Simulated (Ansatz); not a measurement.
GaS:
Space group R-3m, hexagonal axes (No. 166); a = b = 3.5465 Å, c = 22.7315 Å, α = β = 90.00°, γ = 120.00°

| atom | site | symmetry | x | y | z |
|---|---|---|---|---|---|
| Ga | 6c | 3m | 0.0000 | 0.0000 | 0.0529 |
| S | 6c | 3m | 0.0000 | 0.0000 | 0.2332 |
(The calculation used a cell of 4 atoms; values per cell refer to that cell.)

Relaxed with LDA.

**Question.** Tabulate the valence density and the electron localisation function along the shortest Ga–Ga contact (2.41 Å), the program Ansatz at the LDA level (PAW).

**Answer.** 

```csv
distance from Ga (Å),density (e/Å³),ELF
0.24,27.59,0.08
0.36,12.82,0.04
0.48,4.95,0.10
0.60,1.96,0.19
0.72,1.03,0.30
0.84,0.71,0.40
0.96,0.57,0.51
1.08,0.50,0.64
1.20,0.48,0.71
1.32,0.50,0.64
1.44,0.57,0.51
1.56,0.71,0.40
1.68,1.03,0.30
1.80,1.96,0.19
1.92,4.95,0.10
2.04,12.82,0.04
2.16,27.59,0.08
```

The density is the valence pseudo-density with augmentation charge, so density and ELF within about 1 Å of a nucleus are not all-electron values.

The workflow started from a Materials Project entry (that database holds measured and hypothetical structures alike); the Crystallography Open Database copy checked does not list it. COD files the formula under space group No. 194. Its standing as an ambient phase is unchecked. The cell was relaxed with LDA under the symmetry of its start; its stability against distortions is not shown here. A crystal of weakly bound layers computed without a dispersion correction: the cell and the soft elastic constants depend strongly on that.

Potentials: the later of the program's two PAW sets.
